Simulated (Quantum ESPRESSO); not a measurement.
Parts of the isotropic shielding in Cs2AgBiBr6, by PBE GIPAW (a modified build of Quantum ESPRESSO, JTH PAW datasets), 20 Ha, k-mesh 4×4×4 shifted:

```
AgBiCs2Br6
1.0
    0.00000     5.61610     5.61610
    5.61610     0.00000     5.61610
    5.61610     5.61610     0.00000
Bi Ag Cs Br
1 1 2 6
Direct
  0.00000   0.00000   0.00000
  0.50000   0.50000   0.50000
  0.25000   0.25000   0.25000
  0.75000   0.75000   0.75000
  0.25314   0.74686   0.25314
  0.25314   0.74686   0.74686
  0.74686   0.25314   0.74686
  0.74686   0.25314   0.25314
  0.25314   0.25314   0.74686
  0.74686   0.74686   0.25314
```
The cell was made here from an entry of the Crystallography Open Database (unchecked): atoms relaxed with PBE in the measured cell (PBE without dispersion, pw.x of Quantum ESPRESSO, symmetry kept).  Stability against distortions was not tested. The run has no spin polarisation.

The core term is that of the free atom's frozen core; the paramagnetic column sums the reconstruction terms. These are absolute shieldings with no macroscopic susceptibility term; δ = σ_ref − σ needs a reference computed alike. In our sweeps, cutoffs and meshes of this size left a few ppm, and up to some 20 ppm on atoms from Zn on. No spin–orbit coupling; Bi is the heaviest element present. The datasets of Br hold no d projectors, which limits absolute σ on these atoms.

| site | core | bare (smooth current) | diamagnetic correction | paramagnetic corrections | σ_iso (ppm) |
|---|---|---|---|---|---|
| Ag (atom 2) | 4673.9 | 36.6 | 110.6 | ___ | ___ |
| Cs (atoms 3, 4) | 5984.7 | 74.0 | 5.3 | ___ | ___ |
| Br (atoms 5, 6, 7, 8, 9, 10) | 3103.4 | 61.5 | -8.3 | ___ | ___ |

**Question.** Fill in the missing entries.

**Answer.** 
- Ag (atom 2), paramagnetic corrections: -1698.8
- Ag (atom 2), σ_iso (ppm): 3122.3
- Cs (atoms 3, 4), paramagnetic corrections: -447.2
- Cs (atoms 3, 4), σ_iso (ppm): 5616.8
- Br (atoms 5, 6, 7, 8, 9, 10), paramagnetic corrections: -805.8
- Br (atoms 5, 6, 7, 8, 9, 10), σ_iso (ppm): 2351.0
